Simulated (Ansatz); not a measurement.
La2S3O12 in space group R-3c (No. 167; La on 12c, S on 18e, O on 36f, O on 36f), DFT-PBE in the program Ansatz with PAW potentials, all energies at zero smearing, with the estimated change up to a 700 eV cutoff added, with one set of potentials and settings (totals compare only within such a set). Cell of 34 atoms (4 La, 6 S, 24 O): -44044.933 eV.

```tsv
element	reference phase	E (eV/atom)
La	P6_3/mmc, 4 atoms in the cell	-6250.0953
S	Fddd, 32 atoms in the cell	-902.0599
O	C2/m, 4 atoms in the cell, spin-polarised	-565.0000
```

Formation energy per atom, worked out: (-44044.933 − 4×(-6250.0953) − 6×(-902.0599) − 24×(-565.0000))/34 = -2.123 eV/atom (-205 kJ per mol of atoms), at 0 K, without zero-point energy or fitted corrections.

The first step of the workflow began from a Materials Project structure, measured or hypothetical; the Crystallography Open Database copy checked does not list it. Its standing as an ambient phase is unchecked. The cell was relaxed with PBE under the symmetry of its start; its stability against distortions is not shown here. The references are the lowest solids computed at this level, not always the standard phases (solids in place of the gases). Scalar-relativistic: spin–orbit coupling is off unless named, which matters more the heavier the elements.

Potentials: the later of the program's two PAW sets.
